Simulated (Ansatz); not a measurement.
A geometry of Hf3N4 away from equilibrium: the start of the relaxation of a generated cell, Hf3N4 placed in the spinel structure type. The numbers are results of r2SCAN (plane waves to 500 eV, PAW, scalar-relativistic; Ansatz, a program for electronic structure), not measurements. Γ-centred k-mesh 4×4×4 on the run's cell (coarser than for final values), Fermi–Dirac smearing 0.05 eV.

```xyz
14
Lattice="0.0000 4.4576 4.4576 4.4576 0.0000 4.4576 4.4576 4.4576 0.0000" Properties=species:S:1:pos:R:3:forces:R:3 pbc="T T T" free_energy=-97501.811 pressure_GPa=12.8
Hf     5.5720     5.5720     5.5720    0.0000    0.0000    0.0000
Hf     5.5720     3.3432     3.3432    0.0000    0.0000    0.0000
Hf     3.3432     5.5720     3.3432    0.0000    0.0000    0.0000
Hf     3.3432     3.3432     5.5720    0.0000    0.0000    0.0000
Hf     2.2288     2.2288     2.2288    0.0000    0.0000    0.0000
Hf     0.0000     0.0000     0.0000    0.0000    0.0000    0.0000
N      7.6902     7.6902     7.6902    1.5525    1.5525    1.5525
N      7.6902     5.6825     5.6825    1.5525   -1.5525   -1.5525
N      5.6825     7.6902     5.6825   -1.5525    1.5525   -1.5525
N      5.6825     5.6825     7.6902   -1.5525   -1.5525    1.5525
N      3.4537     3.4537     3.4537   -1.5525   -1.5525   -1.5525
N      3.4537     5.4614     5.4614   -1.5525    1.5525    1.5525
N      5.4614     3.4537     5.4614    1.5525   -1.5525    1.5525
N      5.4614     5.4614     3.4537    1.5525    1.5525   -1.5525
```

Positions in Å, forces in eV/Å, free energy of the cell in eV (comparable only within this code, potentials and settings). Largest force: 2.69 eV/Å, on N7, N8, N9, N10, N11, N12, N13, N14 (atoms numbered as listed); the geometry lies 0.08 eV/atom above the end of its relaxation.

No spin polarisation in the result.

The run could not lose the symmetry of its start.

The first start was generated by placing the elements on the sites of a structure type. Materials Project lists a structure of Hf3N4 in the same space group, Fd-3m (No. 227); the sites were not compared with it, nor with measured phases.
